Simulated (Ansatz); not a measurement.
Crystals of one structure type (bcc (W type)), relaxed and computed with r²SCAN+D4 (plane waves, PAW; program Ansatz).

```csv
crystal,a (Å),spin order and moments (μB)
Na,4.220,not spin-polarised
K,…,not spin-polarised
Cr,2.946,antiferromagnetic; net 0.00 per atom; largest site about 2.7
Fe,2.860,ferromagnetic; net 2.65 per atom; largest site about 2.8
Rb,5.723,not spin-polarised
Mo,3.144,not spin-polarised
Cs,6.244,not spin-polarised
Ta,3.301,not spin-polarised
```

**Question.** Fill in the missing entries.

**Answer.** 
- K, a (Å): 5.325

Spin orders computed, not proven ground states: Cr, bcc (W type) antiferromagnetic; Fe, bcc (W type) ferromagnetic. All cells were relaxed under the symmetry of their starts (and spin orders); stability against distortions was not tested throughout. Rows with no word on spin ran without spin polarisation. Scalar-relativistic: spin–orbit coupling is off unless named, which matters more the heavier the elements.

Potentials: the later of the program's two PAW sets.
